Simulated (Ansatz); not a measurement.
Ge:
```yaml
crystal:
  lattice:
    - [3.95866, 0.00000, 0.00000]
    - [-1.97933, 3.42830, 0.00000]
    - [0.00000, 0.00000, 6.53178]
  atoms:
    - { symbol: Ge, position: [0.66667, 0.33333, 0.06287] }
    - { symbol: Ge, position: [0.33333, 0.66667, 0.93713] }
    - { symbol: Ge, position: [0.33333, 0.66667, 0.56287] }
    - { symbol: Ge, position: [0.66667, 0.33333, 0.43713] }
```

Relaxed with LDA. Special points in fractions of this cell's reciprocal vectors: Γ (0.000, 0.000, 0.000); M (0.500, 0.000, 0.000); K (0.333, 0.333, 0.000); A (0.000, 0.000, 0.500); L (0.500, 0.000, 0.500); H (0.333, 0.333, 0.500).

List the band energies nearest the Fermi level at these points for plane-wave PAW LDA (Ansatz code).

In eV from the Fermi level; about four levels below and three above (degenerate sets whole), none deeper than 8.9 eV; points with the same levels are listed once.

```json
[
 {"k": "Γ", "below": "-1.54 -1.54 -0.18 -0.15", "above": "0.04 0.11 0.11"},
 {"k": "M", "below": "-4.75 -3.18 -2.95 -1.50", "above": "0.41 1.63 3.48"},
 {"k": "K", "below": "-5.18 -3.60 -3.60 -3.33", "above": "1.31 4.63 4.63"},
 {"k": "A", "below": "-0.90 -0.90 -0.90 -0.90", "above": "0.65 0.65 3.35 3.35 3.35 3.35"},
 {"k": "L", "below": "-2.64 -2.64 -2.50 -2.50", "above": "0.44 0.44 2.03 2.03"},
 {"k": "H", "below": "-4.46 -4.46 -2.10 -2.10", "above": "1.20 1.20 4.04 4.04"}
]
```

Space group P6_3/mmc. The workflow started from a Materials Project entry (that database holds measured and hypothetical structures alike); the Crystallography Open Database copy checked does not list it. It is not the phase usual at ambient conditions (space group No. 227). The cell was relaxed with LDA under the symmetry of its start; whether a distortion lowers the energy is not shown. The Fermi level of a semimetal is unsure by some 0.05 eV on such meshes. Spin–orbit coupling is left out wherever it is not named.

Potentials: the earlier of the program's two PAW sets. The files were generated under PBE; for other functionals the program regenerates the frozen cores, and for LDA and PBEsol the local potential too.
